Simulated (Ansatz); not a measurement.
Computed with Ansatz 0.2.0, DFT PBE, scalar-relativistic, plane waves, PAW. All cells share a 420 eV cutoff and Γ-centred k meshes spaced at most about 0.3 Å⁻¹ (about 0.25 or finer for metals, 2π included). No spin polarisation in the final relaxations.

All energies are static (0 K, no zero-point motion).

Two forms of SiGe3Ru2 were relaxed alike.

A.

Space group P4/mmm (No. 123). a = 3.629 Å, b = 3.629 Å, c = 8.977 Å, α = 90.00°, β = 90.00°, γ = 90.00°
```csv
atom,site,symmetry,x,y,z
Si,1a,4/mmm,0.0000,0.0000,0.0000
Ge,2h,4mm,0.5000,0.5000,0.7059
Ge,1c,4/mmm,0.5000,0.5000,0.0000
Ru,2e,mmm.,0.0000,0.5000,0.5000
```

B.

Space group P6_3/mmc (No. 194). a = 6.060 Å, b = 6.060 Å, c = 6.981 Å, α = 90.00°, β = 90.00°, γ = 120.00°
```csv
atom,site,symmetry,x,y,z
Si,2b,-6m2,0.0000,0.0000,0.2500
Ge,6h,mm2,0.4803,0.5197,0.2500
Ru,4f,3m.,0.3333,0.6667,0.5401
```

Question: Which is lower in energy, and by how much?

Answer: B is lower, by 79 meV/atom. A has space group P4/mmm (No. 123), 19.7 Å³/atom and no gap on its mesh; B has space group P6_3/mmc (No. 194), 18.5 Å³/atom and no gap. Counting Ge or Si atoms around Ru (for each partner element, those within 1.25 times its shortest distance or 1.15 times the sum of covalent radii, where it is the nearest in units of that sum or under 1.3), A has Ru 4 and B has Ru 6. The denser one is the lower, and pressure would at first widen the difference. Even the lower one lies +0.45 eV/atom against the reference forms of the elements (uncorrected), so neither is stable at this level. In A, Si is surrounded by 4 Ge at 2.57 Å; around Ge on a site of symmetry 4mm lie 4 Ru at 2.59 Å and 1 Ge at 2.64 Å; around Ru lie 4 Ru at 2.57 Å and 4 Ge at 2.59 Å; 1 more site not described. In B, Si is surrounded by 6 Ge at 3.04 Å and 2 Si at 3.49 Å; Ge has 4 Ru at 2.44–2.55 Å, 2 Ge at 2.67 Å and 2 Si at 3.04 Å; Ru has 6 Ge at 2.44–2.55 Å and 1 Ru at 2.93 Å. Both come from invented guesses. A third cell relaxed alike, in P-4m2, lies 0.59 eV/atom below the lower of the two.

Cells relaxed within their symmetry can be saddle points.
